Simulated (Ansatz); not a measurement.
Consider the following.

HfN:
Space group P6₃/mmc (No. 194); a = b = 3.103 Å, c = 5.351 Å, α = β = 90.00°, γ = 120.00°

| atom | site | symmetry | x | y | z |
|---|---|---|---|---|---|
| Hf | 2c | -6m2 | 0.3333 | 0.6667 | 0.2500 |
| N | 2a | -3m. | 0.0000 | 0.0000 | 0.0000 |

This is the LDA-relaxed structure.

### Question
All from the program Ansatz at the LDA level (PAW), unless another level is named. Estimate the Debye temperature from the elastic constants.

### Answer
526 K.

### Question
Give the highest zone-centre frequency.

### Answer
680 cm^-1.

Space group P6_3/mmc (NiAs type). The first step of the workflow began from a Materials Project structure, measured or hypothetical; the Crystallography Open Database copy checked does not list it. It is not the phase usual at ambient conditions (space group No. 225). The cell was relaxed with LDA under the symmetry of its start; its stability against distortions is not shown here. The run is not spin-polarised. As this level gives no gap, shear constants depend on the k-mesh and smearing (Fermi–Dirac, 0.1 eV here). As this level gives no gap, phonon frequencies hold no LO–TO term and depend on the k-mesh and smearing (Fermi–Dirac, 0.1 eV here). Scalar-relativistic: spin–orbit coupling is off unless named, which matters more the heavier the elements.

Potentials: the later of the program's two PAW sets.
